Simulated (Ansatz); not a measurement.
Relaxed GaN (wurtzite):

```yaml
crystal:
  lattice:
    - [3.18312, 0.00000, 0.00000]
    - [-1.59156, 2.75667, 0.00000]
    - [0.00000, 0.00000, 5.18363]
  atoms:
    - { symbol: Ga, position: [0.66667, 0.33333, 0.00099] }
    - { symbol: Ga, position: [0.33333, 0.66667, 0.50099] }
    - { symbol: N, position: [0.66667, 0.33333, 0.62421] }
    - { symbol: N, position: [0.33333, 0.66667, 0.12421] }
```

Two-dimensional scan of atom 2 (Ga, nearest neighbour N at 1.946 Å; its periodic images, 3.2 Å or more away, move with it): u runs along (0.707, 0.707, 0.000), v along (0.000, 0.000, 1.000) (Cartesian). Cell and other atoms are fixed.

Computed with r2SCAN (plane waves to 500 eV, PAW, scalar-relativistic; Ansatz, a quantum-chemistry and plane-wave program). k mesh 10×10×5 (Γ-centred), Fermi-Dirac smearing 0.05 eV. The energy includes the smearing's −TS. Points where atoms come too close for the PAW data are left out (x in tables, blank in figures). As the smearing reaches across the gap at some points, energies and forces of such displacements shift with the k mesh and the smearing. GaN was relaxed with its symmetry unable to fall. The zero of ΔE is the undisplaced structure. Axes are in Å.

```
ΔE (eV/cell)  u = -0.640  u = -0.320  u = 0.000  u = 0.320  u = 0.640
------------  ----------  ----------  ---------  ---------  ---------
v = -0.640         6.831           x          x          x      6.504
v = -0.320         3.267       1.783      1.577      1.640          ?
v = 0.000              x           ?      0.000      0.563      1.944
v = 0.320              x       2.294          ?      1.619      3.819
v = 0.640              x       3.761      1.860      2.935      5.542
```

### Question
What belongs in the gaps?

### Answer

- v = -0.320, u = 0.640: 1.922
- v = 0.000, u = -0.320: 0.944
- v = 0.320, u = 0.000: 0.713

(For displaced atoms, the force is minus the slope of the energy, and its curvature is a force constant, which sets phonon frequencies.)
